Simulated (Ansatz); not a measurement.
Structure: Ga4As3P as one 8-atom ordering (I-42m) on the zincblende lattice, at its r2SCAN minimum. Space group I-42m (No. 121), tetragonal; conventional cell a = 5.612 Å, c = 11.221 Å, 22.09 Å³ an atom. P has 4 Ga at 2.38 Å; Ga has 1 P at 2.38 Å and 3 As at 2.44–2.46 Å; As has 4 Ga at 2.44 Å; As has 4 Ga at 2.46 Å.

```
CELL_PARAMETERS angstrom
-2.80589 2.80589 5.61063
2.80589 -2.80589 5.61063
2.80589 2.80589 -5.61063
ATOMIC_POSITIONS crystal
P 0.00000 0.00000 0.00000
Ga 0.63332 0.63332 0.51236
As 0.25000 0.75000 0.50000
Ga 0.87903 0.36668 0.00000
As 0.50000 0.50000 0.00000
Ga 0.12097 0.12097 0.48764
As 0.75000 0.25000 0.50000
Ga 0.36668 0.87903 0.00000
```

The questions ask for values computed with the plane-wave code Ansatz on this geometry. Note: simulated data, non-magnetic, for a generated structure that need not be the stable one.

Given (6×6×6 mesh): With r2SCAN the gap is 1.29 eV and direct, at Γ.

Q: How does the gap change from r2SCAN to PBE (6×6×6)?

A: PBE gives a direct gap of 0.79 eV at Γ. The gap differs by -0.50 eV from r2SCAN's.

Q: What does PBE+SOC give for the gap (6×6×6 mesh)?

A: With PBE+SOC the gap is 0.70 eV and direct, at Γ. Spin-orbit coupling itself accounts for -0.09 eV. The gap differs by -0.59 eV from r2SCAN's.

Q: Order these levels by the gap that they give, smallest first.
A. r2SCAN
B. PBE0
C. HSE06
D. PBE

A: D (0.79 eV), A (1.29 eV), C (1.69 eV), B (2.28 eV).

Only the levels marked +SOC include spin-orbit coupling.
